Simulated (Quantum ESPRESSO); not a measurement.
Si$_{3}$BC$_{3}$N (made-up cell) (calculated)

All values are calculated (Quantum ESPRESSO 7.5). Calculation on a made-up crystal cell, not a measurement: periodic Kohn-Sham density functional theory in plane waves with PseudoDojo standard norm-conserving scalar-relativistic pseudopotentials, each functional with its own files (v0.5 for PBE, v0.4.1 for LDA and PBEsol), no spin polarisation, no spin-orbit coupling, atoms not relaxed, stress positive in tension, energies less a fixed whole-eV offset for each atom's element; levels are Kohn-Sham levels at fractions of this cell's reciprocal vectors, counted from the reference band (half the neutral cell's valence electrons, rounded up) at Gamma; error bars cover cutoff and k-mesh only, not smearing or the files; added strain carries the atoms with the cell, and shear is the tensor component; each bar is the largest change over components, and at least 0.002 eV, 0.002 eV per angstrom or 0.02 GPa; energies are for the whole cell, and the offsets were chosen from early runs and are not element reference energies.

```xyz
8
Lattice="4.4354 -0.0190 0.0536 -0.0190 4.3256 0.0028 0.0536 0.0028 4.4376" Properties=species:S:1:pos:R:3 formula=Si3BC3N lattice_type=zincblende/diamond functional=pbe cutoff=1143 fermi_dirac_smearing=0.025 scf_tolerance=1e-07 electrons_removed=0 k_mesh=4_x_4_x_4,shifted_by_half_a_step
B     -0.0218    -0.1231     0.0001
Si     0.1269     2.1510     2.2100
Si     2.2787    -0.1169     2.3495
Si     2.1732     2.1637     0.0120
C      1.1437     1.0303     1.0845
C      1.0570     3.2418     3.1926
C      3.3754     1.1011     3.3497
N      3.3381     3.1523     1.1102
```

Units: cutoff, fermi_dirac_smearing, scf_tolerance in eV.

Atoms:
| atoms element | atom site | atom energy offset (eV) |
| --- | --- | --- |
| B | 1 | -79 |
| Si | 2 | -115 |
| Si | 3 | -115 |
| Si | 4 | -115 |
| C | 5 | -163 |
| C | 6 | -163 |
| C | 7 | -163 |
| N | 8 | -283 |

Q: What stress zz does the calculation give for Si$_{3}$BC$_{3}$N (made-up cell)?
A: 21.43 GPa

Q: Give the missing stress xy for Si$_{3}$BC$_{3}$N (made-up cell).
A: -6.023 GPa

Further results for Si$_{3}$BC$_{3}$N (made-up cell):

| Item | Value |
| --- | --- |
| free energy less offsets | -3.342 eV |
| smearing term minus ts | 0 eV |
| scf iterations | 12 |
| pressure | -18.65 GPa |
| stress xx | 19.09 GPa |
| stress yy | 15.42 GPa |
| stress yz | -0.5212 GPa |
| stress xz | 4.074 GPa |
| reference band | 16 |
| error bar energy | 0.004599 eV |
| error bar stress | 0.03287 GPa |
| error bar force | 0.002882 eV/Å |
| error bar next band up | 0.002 eV |
| error bars from | tighter rerun of a related cell |

Forces:
| site | x (eV/Å) | y (eV/Å) | z (eV/Å) |
| --- | --- | --- | --- |
| 1 | 0.4096 | 1.812 | -0.5513 |
| 2 | -2.529 | -2.875 | -1.65 |
| 3 | 0.9503 | 3.55 | -2.867 |
| 4 | 0.3573 | -1.313 | -0.7328 |
| 5 | -0.7173 | -1.383 | -0.1392 |
| 6 | 0.3316 | 0.6174 | 5.243 |
| 7 | 0.5166 | -1.691 | 0.9331 |
| 8 | 0.6807 | 1.283 | -0.2364 |

Levels:
| level k point | next band up (eV) |
| --- | --- |
| Gamma | 0.8218 |
| (1/2,1/2,1/2) | 2.479 |
| (0.15,0,0) | 1.266 |
| (0,0.15,0) | 1.184 |
| (0,0,0.15) | 1.303 |
